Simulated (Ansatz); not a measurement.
Ta3Ga2 in space group P4/mbm (No. 127; Ta on 4h, Ta on 2a, Ga on 4g), PBE (plane waves, PAW; program Ansatz), all energies at zero smearing, with the estimated change up to a 700 eV cutoff added, with one set of potentials and settings (totals compare only within such a set). Cell of 10 atoms (6 Ta, 4 Ga): -74734.307 eV.

```
element             reference phase  E (eV/atom)
-------  --------------------------  -----------
Ta       Im-3m, 1 atoms in the cell   -9933.2341
Ga        Cmce, 4 atoms in the cell   -3783.0259
```

Formation energy per atom, worked out: (-74734.307 − 6×(-9933.2341) − 4×(-3783.0259))/10 = -0.280 eV/atom (-27 kJ per mol of atoms), at 0 K, without zero-point energy or fitted corrections.

The workflow started from a Materials Project entry (that database holds measured and hypothetical structures alike); the Crystallography Open Database copy checked does not list it. Its standing as an ambient phase is unchecked. Symmetry was held in the PBE relaxation; whether a distortion lowers the energy is not shown. No spin polarisation was allowed. The references are the lowest solids computed at this level, not always the standard phases. Spin–orbit coupling is left out wherever it is not named.

Potentials: the earlier of the program's two PAW sets.
